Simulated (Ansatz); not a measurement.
A geometry of Si₂W away from equilibrium: step 2 of the relaxation of a relaxed Si2W cell displaced along its unstable phonon at q = Γ (64i cm⁻¹), largest move 0.15 Å. Method: PBE (plane waves to 420 eV, PAW, scalar-relativistic; Ansatz, a quantum-chemistry and plane-wave program). Γ-centred k-mesh 5×5×12 on the run's cell (coarser than for final values), Fermi–Dirac smearing 0.05 eV.

```
CELL_PARAMETERS angstrom
      6.49808     0.00000     0.00000
      0.00000     6.49808     0.00000
      0.00000     0.00000     2.73332
ATOMIC_POSITIONS crystal
  W  0.50000 0.50000 0.55944
  W  0.00000 0.00000 0.94056
  Si 0.76826 0.76826 0.41617
  Si 0.26826 0.73174 0.08383
  Si 0.73174 0.26826 0.08383
  Si 0.23174 0.23174 0.41617
```

Q: What forces act on the atoms (eV/Å)?

A: 
```json
[
 {"atom": "W1", "Fx": "0.00", "Fy": "0.00", "Fz": "0.06"},
 {"atom": "W2", "Fx": "0.00", "Fy": "0.00", "Fz": "-0.06"},
 {"atom": "Si3", "Fx": "-0.05", "Fy": "-0.05", "Fz": "-0.20"},
 {"atom": "Si4", "Fx": "-0.05", "Fy": "0.05", "Fz": "0.20"},
 {"atom": "Si5", "Fx": "0.05", "Fy": "-0.05", "Fz": "0.20"},
 {"atom": "Si6", "Fx": "0.05", "Fy": "0.05", "Fz": "-0.20"}
]
```

Q: What is the pressure?

A: -0.4 GPa, compression positive.

Q: How much energy per atom can still be gained by relaxing?

A: 0.08 eV/atom; the path ends in P4/nmm (No. 129).

No spin polarisation in the result.

The run could not lose the symmetry of its start: the end is stationary, and may be a saddle point rather than a minimum.

The end of the path is a generated cell of Si2W: the first start was made by placing the elements on the sites of a structure type, and the end was not matched to a known phase here, so it may be hypothetical. Known forms of Si2W include space group No. 139.
